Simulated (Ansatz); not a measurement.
The start is a generated cell, AlNi built in the AFLOW prototype AB_oF8_69_a_b (B24, as in TlF). The cell and all atomic positions are relaxed at zero pressure with r2SCAN (plane waves to 500 eV, PAW, scalar-relativistic; Ansatz, a quantum-chemistry and plane-wave program). The first steps use a coarse 12×12×12 k-mesh.

Starting cell:
```
AlNi
1.0
    0.00000     2.28460     2.52782
    2.15364     0.00000     2.52782
    2.15364     2.28460     0.00000
Al Ni
1 1
Direct
  0.00000   0.00000   0.00000
  0.50000   0.50000   0.50000
```
Spin-polarised start, with parallel moments on Ni.

Q: What pressure does the first self-consistent step give?

A: +22.4 GPa (positive: the cell is compressed).

Q: By how much does the energy per atom fall from start to end?

A: 0.22 eV/atom.

Q: How do the shortest distances between atoms change?

A: The closest pairs of elements (up to four, under 3.6 Å), start → end: Al–Ni 2.15 → 2.40 Å; Al–Al 3.14 → 3.40 Å; Ni–Ni 3.14 → 3.40 Å.

Q: Is the relaxed structure metallic? Give its gap.

A: No gap (metallic).

Q: Write out the relaxed structure.

A: 
Space group Fm-3m (No. 225); a = b = c = 4.8053 Å, α = β = γ = 90.00°

```tsv
atom	site	symmetry	x	y	z
Al	4a	m-3m	0.0000	0.0000	0.0000
Ni	4b	m-3m	0.5000	0.5000	0.5000
```
(The calculation used a cell of 2 atoms; values per cell refer to that cell.)

Final values are on a 17×17×17 k-mesh of the relaxed cell. No spin polarisation in the result: the starting moments vanished. A magnetic state may lie lower.

The run could not lose the symmetry of its start, so the end can be a saddle point.

All atoms sit on sites fixed by symmetry, so only the cell could relax.

The relaxed structure here is a generated cell of AlNi: the first start was made by placing the elements on the sites of a structure type, and the end was not matched to a known phase here, so it may be hypothetical. Known forms of AlNi include space group No. 221.
